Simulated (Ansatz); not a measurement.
Total density of states per atom from PBEsol (plane waves, PAW; program Ansatz), in 0.25 eV bins, energy from the valence-band maximum:

| E (eV) | states/eV/atom |
|---|---|
| -5.05 | 0.00 |
| -4.80 | 0.03 |
| -4.55 | 0.35 |
| -4.30 | 0.87 |
| -4.05 | 1.21 |
| -3.80 | 1.06 |
| -3.55 | 1.07 |
| -3.30 | 0.67 |
| -3.05 | 0.62 |
| -2.80 | 0.85 |
| -2.55 | 0.63 |
| -2.30 | 0.71 |
| -2.05 | 0.87 |
| -1.80 | 0.98 |
| -1.55 | 0.89 |
| -1.30 | 0.97 |
| -1.05 | 0.97 |
| -0.80 | 0.91 |
| -0.55 | 1.00 |
| -0.30 | 1.02 |
| -0.05 | 0.34 |
| 0.20 | 0.00 |
| 0.45 | 0.00 |
| 0.70 | 0.00 |
| 0.95 | 0.00 |
| 1.20 | 0.00 |
| 1.45 | 0.00 |
| 1.70 | 0.00 |
| 1.95 | 0.00 |
| 2.20 | 0.00 |
| 2.45 | 0.00 |
| 2.70 | 0.01 |
| 2.95 | 0.59 |
| 3.20 | 0.79 |
| 3.45 | 0.74 |
| 3.70 | 0.66 |
| 3.95 | 1.09 |
| 4.20 | 0.11 |
| 4.45 | 0.02 |
| 4.70 | 0.70 |
| 4.95 | 0.60 |
| 5.20 | 0.55 |
| 5.45 | 0.70 |
| 5.70 | 0.75 |
| 5.95 | 0.79 |
| 6.20 | 0.78 |
| 6.45 | 0.45 |
| 6.70 | 0.36 |
| 6.95 | 0.83 |
| 7.20 | 0.14 |
| 7.45 | 0.02 |

Task: Pick the material that matches.
(A) ZrTiO4, P2_12_12 (Zr on 2b, Ti on 2a, O on 4c, O on 4c)
(B) WO3, P-42_1m (W on 4e, O on 4e, O on 8f)
(C) CdO, rock salt
(D) SrTiO3, cubic perovskite

Result: A, ZrTiO4, P2_12_12 (Zr on 2b, Ti on 2a, O on 4c, O on 4c). Top 1 eV of the valence band: O 2p 91 %. Bottom 1 eV of the conduction band: Ti 3d 81 %, O 2p 11 %, Zr 4d 5 %. Projections are on Löwdin-orthogonalised atomic valence shells; empty p or d shells of many metals are not among them.

The workflow started from a Materials Project entry (that database holds measured and hypothetical structures alike); the Crystallography Open Database copy checked does not list it. With Zr and Ti taken as one species the cell has the higher symmetry Pbcn, so it may be an ordered model of a mixed-site phase. Whether it is the stable phase at ambient conditions was not checked. The cell was relaxed with PBEsol under the symmetry of its start; its stability against distortions is not shown here. No spin polarisation was allowed. Scalar-relativistic: spin–orbit coupling is off unless named, which matters more the heavier the elements.

Potentials: the later of the program's two PAW sets.
